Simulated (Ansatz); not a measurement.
**GaN (zinc blende): scan of one atom of the cell**

Relaxed GaN (zinc blende):

```xyz
2
Lattice="0.0000 2.2743 2.2743 2.2743 0.0000 2.2743 2.2743 2.2743 0.0000" Properties=species:S:1:pos:R:3 pbc="T T T"
N      3.4114     3.4114     3.4114
Ga     0.0000     0.0000     0.0000
```

Scan: atom 2 (Ga, nearest neighbour N at 1.970 Å; its periodic images, 3.2 Å or more away, move with it) is displaced along Cartesian [110], direction (0.707, 0.707, 0.000) in Cartesian axes, by s. The other atoms stay.

The numbers are results of PBE (plane waves to 420 eV, PAW, scalar-relativistic; Ansatz, a program for electronic structure), not measurements. k mesh 10×10×10 (Γ-centred), Fermi-Dirac smearing 0.05 eV. E stands for the smeared free energy. Stress and pressure are positive under compression. F∥ is the force on the atom along that direction. F⊥ is the part of the force across the line. GaN was relaxed with its symmetry unable to fall. The zero of ΔE is the undisplaced structure.

```csv
s (Å),ΔE (meV/cell),|F⊥| (eV/Å),F∥ (eV/Å),P (GPa)
-0.390,982,4.187,5.595,15.3
-0.312,603,2.588,4.159,9.5
-0.234,328,1.417,2.929,5.2
-0.156,142,0.617,1.860,2.3
-0.078,35,0.153,0.902,0.6
0.000,0,0.000,0.000,0.0
0.078,35,0.153,-0.902,0.6
0.156,142,0.617,-1.860,2.3
0.234,328,1.417,-2.929,5.2
0.312,603,2.588,-4.159,9.5
0.390,982,4.187,-5.595,15.3
```

Key numbers:

The energy at s = 0.390 Å is 982 meV/cell. The force along the line at s = -0.390 Å comes out as 5.59 eV/Å and the force constant k = d²E/ds² at s = 0 (finite differences) is 11.4 eV/Å². Symmetry of the curve: even: the same for both signs. Shape of the curve: a single well with its minimum at or next to zero displacement. Harmonic estimate at the end of the scan: ½ks² = 870 meV/cell against the computed 982 meV/cell, so the well is stiffer than harmonic there.

(A displaced cell: forces are minus the slopes of the energy, force constants its curvatures, and phonons follow from these.)
